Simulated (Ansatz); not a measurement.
Relaxed-ion elastic tensor of Al2O3 in space group R-3 (No. 148; Al on 3a, Al on 3b, Al on 6c, O on 18f) in GPa (Voigt order), r²SCAN (plane waves, PAW; program Ansatz); density 3.80 g/cm³, 8.92 Å³ per atom.

|  | 1 | 2 | 3 | 4 | 5 | 6 |
|---|---|---|---|---|---|---|
| 1 | 491 | 134 | 76.4 | 7.7 | -7.5 | 0.0 |
| 2 | 134 | 491 | 76.4 | -7.7 | 7.5 | 0.0 |
| 3 | 76.4 | 76.4 | 368 | 0.0 | 0.0 | 0.0 |
| 4 | 7.7 | -7.7 | 0.0 | 101 | 0.0 | 7.5 |
| 5 | -7.5 | 7.5 | 0.0 | 0.0 | 101 | 7.7 |
| 6 | 0.0 | 0.0 | 0.0 | 7.5 | 7.7 | 178 |

Q: Is the crystal mechanically stable?

A: Yes: the smallest eigenvalue of C is 100.0 GPa.

Q: Work out the Voigt, Reuss and Hill averages.

A: K_V = 214, K_R = 207, K_H = 210; G_V = 147, G_R = 135, G_H = 141 GPa.

Q: Give Young's modulus, Poisson's ratio, Pugh's ratio and the universal anisotropy index.

A: E = 9KG/(3K + G) = 346 GPa; ν = 0.23; K/G = 1.49 (brittle by the Pugh limit of 1.75); A_U = 5G_V/G_R + K_V/K_R − 6 = 0.48.

Q: Estimate the sound speeds and the Debye temperature.

A: v_l = √((K + 4G/3)/ρ) = 10200 m/s, v_t = √(G/ρ) = 6100 m/s, mean 6750 m/s; Θ = (h/k)(3n/4πV)^(1/3) v_m = 969 K.

Q: Solve the Christoffel equation for the three sound speeds along x, y, z.

A: Eigenvalues of C_ijkl n_j n_l equal ρv². In km/s, slowest first: x 5.15, 6.87, 11.37; y 5.15, 6.87, 11.37; z 5.17, 5.17, 9.84.

Q: How much does each axis shrink under pressure?

A: Linear compressibilities β_i = Σ_j S_ij (j = 1 to 3): x 1.3, y 1.3, z 2.2 per TPa.

The first step of the workflow began from a Materials Project structure, measured or hypothetical; the Crystallography Open Database copy checked does not list it. It is not the phase usual at ambient conditions (space group No. 167). The r²SCAN relaxation kept the symmetry of its start; its stability against distortions is not shown here.

Potentials: the earlier of the program's two PAW sets.
